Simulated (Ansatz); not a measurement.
Space group I-4m2 (No. 119). a = 3.895 Å, b = 3.895 Å, c = 16.515 Å, α = 90.00°, β = 90.00°, γ = 90.00°
```json
{"atom": "Al", "site": "2b", "symmetry": "-4m2", "x": "0.5000", "y": "0.5000", "z": "0.0000"}
{"atom": "Ga", "site": "4e", "symmetry": "2mm.", "x": "0.5000", "y": "0.5000", "z": "0.3333"}
{"atom": "P", "site": "4f", "symmetry": "2mm.", "x": "0.5000", "y": "0.0000", "z": "0.4170"}
{"atom": "P", "site": "2c", "symmetry": "-4m2", "x": "0.0000", "y": "0.5000", "z": "0.2500"}
```

Equation of state of this AlGa2P3 structure (not necessarily the ground state), with shape and atoms relaxed at each volume where symmetry leaves them free. Method: DFT PBE, scalar-relativistic, plane waves, PAW (Ansatz).

Plane waves to 420 eV, a k mesh through Γ of 10×10×10 on the computed 6-atom cell and Gaussian smearing (0.02 eV); no spin polarisation.

```csv
V (Å³/atom),E − E(largest V) (meV/atom),P (GPa),gap on mesh (eV)
18.371,50.10,13.31,1.39
18.997,6.43,9.14,1.47
19.623,-22.19,5.60,1.55
20.250,-38.02,2.58,1.61
20.876,-42.95,0.01,1.67
21.502,-38.62,-2.17,1.64
22.128,-26.43,-4.02,1.47
22.964,0.00,-6.05,1.22
```

Fit a third-order Birch–Murnaghan equation, E = E0 + (9V0B0/16)·[(x − 1)³B0' + (x − 1)²(6 − 4x)] with x = (V0/V)^(2/3), to E(V).

V0 = 20.88 Å³/atom, B0 = 79 GPa, B0' = 4.4.

The cell was found from a structure generator's guess, not taken from experiment.
